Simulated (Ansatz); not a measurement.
The relaxed structure here is a generated cell of Li: the first start was made by a random draw of sites in a space group, and the end was not matched to a known phase here, so it may be hypothetical. Known forms of Li include space group No. 229.

The end point of a relaxation of Li. Level of theory: PBEsol (plane waves to 420 eV, PAW, scalar-relativistic; Ansatz, a first-principles code).

```cif
data_Li
_chemical_formula_sum 'Li1'
_space_group_name_H-M_alt 'P 1'
_space_group_IT_number 1
_cell_length_a 2.73017
_cell_length_b 2.73017
_cell_length_c 2.73017
_cell_angle_alpha 90.000
_cell_angle_beta 90.000
_cell_angle_gamma 90.000
loop_
_space_group_symop_operation_xyz
  'x, y, z'
loop_
_atom_site_label
_atom_site_type_symbol
_atom_site_fract_x
_atom_site_fract_y
_atom_site_fract_z
_atom_site_occupancy
Li1 Li 0.00000 0.00000 0.00000 1
```

### Question
Find the space group and the Wyckoff positions (tolerance 0.01 Å).

### Answer
Space group Pm-3m (No. 221); a = b = c = 2.730 Å, α = β = γ = 90.00°

| atom | site | symmetry | x | y | z |
|---|---|---|---|---|---|
| Li | 1a | m-3m | 0.0000 | 0.0000 | 0.0000 |

This is the simple cubic type.

### Question
Give the shortest distances between elements (the closest pairs, up to four, under 3.6 Å).

### Answer
Li–Li 2.73 Å.

The volume per atom is 20.35 Å³ and the band gap is zero (metallic).

No spin polarisation in the result.

The run could not lose the symmetry of its start: the end is stationary, and may be a saddle point rather than a minimum.
